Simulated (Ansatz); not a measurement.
Ansatz input

```yaml
crystal:
  lattice:
    - [0.0, 2.568617852, 2.568617852]
    - [2.568617852, 0.0, 2.568617852]
    - [2.568617852, 2.568617852, 0.0]
  atoms:
    - { symbol: Ti, position: [0.125, 0.125, 0.125] }
    - { symbol: Ti, position: [0.875, 0.875, 0.875] }
hamiltonian:
  xc: lda
  pseudopotentials:
    kind: paw
    azcp:
      Ti: "pseudopotentials/Ti.paw.azcp"
basis:
  ecutwfc: 420
  fft_grid_basis: typed
kpoints:
  mp_grid: { grid: [11, 11, 11], shift: [0, 0, 0] }
magnetization:
  spin_polarized: false
scf:
  occupations: { method: fermi_dirac, width: 0.1 }
  lower_state_search: "off"
output:
  stress: true
  write_density: true
  write_potential: true
  elf: true
  volumetric_format: npy
```

and its output:

```
Warning: the record states the generating functional pbe (its physics header spells it `PBE`), which answers neither for hamiltonian.xc's functional nor for the lda family's — results may be inconsistent (PPs are generated against a specific XC)
Engine: ansatz 0.2.0, aarch64-unknown-linux-gnu
Pseudopotentials: kind: paw
Pseudopotential: Ti, paw, valence charge 12, recommended cutoff 420 eV (normal) 
Functional definition: SPW92
  exchange = slater_x
  correlation = pw_c
Crystal: 2 atoms, lattice volume = 33.894 Å³
Basis set: ecut = 420 eV, 645 PW (Γ)
Bands: 16, of which v1, the nominal top of the filled ones, is band 12 counted from 1 (11 counted from 0)
Symmetry: 48 space group operations
Space group: Fd-3m (ITA 227), of the structure as read, at distance tolerance 3.2e-5 Å
k-points: 56 of 1331
Non-local potential: Ti, projectors of the file, l = 0: 3, l = 1: 2, l = 2: 3, l = 3: 1
PAW form: soft (Blöchl's): semilocal exchange-correlation on the pseudo side does not see the compensation charge
PAW frozen core: Ti, regenerated for the run's functional, and the local potential with it (the file was generated under x = pbe(κ = 0.804, μ = 0.2195149727645171), c = pbe(β = 0.06672455060314922))
PAW one-centre angular grid: Ti, 590 points (default); XC on 64 Gauss nodes
Initial density: superposition of atomic densities (neutral atoms: chi_scale 0, normalization atom), corrected by the library's trained network
Initial wavefunctions: pseudopotential atomic-orbital guess
Functional: x = slater, c = lda
SCF iter   1: F=—  HF=-4896.051893 eV  |F-HF|=—  |Δ(HF+E_count)|=         —  Δρ=1.48e-2  dr2=2.89e-2  ethr=1.77e-3  ⟨swp⟩=4.2  Hψ=3683  notcnv=0
SCF iter   2: F=—  HF=-4896.044087 eV  |F-HF|=—  |Δ(HF+E_count)|=   7.81e-3  Δρ=7.05e-3  dr2=5.98e-3  ethr=1.21e-4  ⟨swp⟩=3.0  Hψ=1776  notcnv=0
SCF iter   3: F=—  HF=-4896.042622 eV  |F-HF|=—  |Δ(HF+E_count)|=   1.47e-3  Δρ=1.07e-3  dr2=3.23e-4  ethr=2.49e-5  ⟨swp⟩=3.0  Hψ=1627  notcnv=0
SCF iter   4: F=—  HF=-4896.042598 eV  |F-HF|=—  |Δ(HF+E_count)|=   2.33e-5  Δρ=2.21e-4  dr2=2.61e-5  ethr=1.35e-6  ⟨swp⟩=1.6  Hψ=954  notcnv=0
SCF iter   5: F=—  HF=-4896.042593 eV  |F-HF|=—  |Δ(HF+E_count)|=   5.72e-6  Δρ=5.10e-5  dr2=7.20e-7  ethr=1.09e-7  ⟨swp⟩=2.2  Hψ=1088  notcnv=0
SCF iter   6: F=-4896.042593 eV  HF=-4896.042593 eV  |F-HF|=1.86e-8  |Δ(HF+E_count)|=   2.74e-8  Δρ=1.40e-5  dr2=4.35e-8  ethr=4.17e-10  ⟨swp⟩=8.0  Hψ=5864  notcnv=0
SCF 1 converged in 6 iterations: F = -4896.042593 eV  dr2 = 4.35e-8
SCF converged after 6 iterations
Free energy (F): -4896.042593 eV
Harris-Foulkes:  -4896.042593 eV  (|F-HF|=1.86e-8)
Internal energy: -4895.891782 eV  (E = F + TS)
E sigma→0 (E₀):  -4895.967187 eV
Entropy (-TS):   -0.150810 eV (-75.405 meV/atom)
Fermi energy:    13.156557 eV
--- Per-component energies (eV) ---
  E_band       = -306.964374
  E_kinetic    = 561.633613
  E_local      = -1935.303227  (includes V_loc(G=0)·N_el)
  E_nonlocal   = 36.427659
  E_hartree    = 816.093577
  E_xc         = -194.675628
  E_vxc        = -245.143107  (∫ρ·V_xc dr)
  E_paw        = -2006.439823  (= ΣΔE_a)
  E_vpaw       = -356.774724  (= ΣTr[D̂ρ^β])
  E_aug_tail   = 0.000258  (compensation charges beyond the density's cutoff)
  E_ewald      = -2174.280112
  E_core_change = 0.651901  (= ΣΔE_core)
  E_smearing   = -0.150810  (= −TS)
  E_closure    = -0.000000  (closes the sum)
  Σ components = -4896.042593   (vs F -4896.042593, Δ=0.00e0)
--- Stress (GPa, compression-positive) ---
        5.749004      -0.000000       0.000000
       -0.000000       5.749004      -0.000000
       -0.000000      -0.000000       5.749004
  P = ⅓ Tr σ = 5.7490 GPa (57.490 kbar)
--- Band table (eV; the first three rows and the last of 56) ---
  k-point 0: bands = ["-43.0772", "-41.7377", "-19.9011", "-19.9011", "-19.9011", "-18.4044", "-18.4044", "-18.4044", "7.8420", "11.8777", "11.8777", "12.9503", "12.9503", "12.9503", "15.3910", "15.3910"]
  k-point 1: bands = ["-43.0579", "-41.7592", "-19.9198", "-19.9198", "-19.9052", "-18.4008", "-18.3842", "-18.3842", "8.0135", "11.7865", "11.7865", "12.9506", "13.1123", "13.1123", "15.1750", "15.3609"]
  k-point 2: bands = ["-43.0029", "-41.8201", "-19.9676", "-19.9676", "-19.9176", "-18.3892", "-18.3322", "-18.3322", "8.5012", "11.6614", "11.6614", "12.9888", "13.3664", "13.3664", "14.5828", "15.3610"]
  k-point 55: bands = ["-42.4879", "-42.3636", "-20.3570", "-20.3028", "-19.2529", "-19.0212", "-17.9852", "-17.9437", "10.2792", "10.4775", "12.9661", "13.5474", "14.0590", "14.2899", "14.5628", "14.5990"]
```
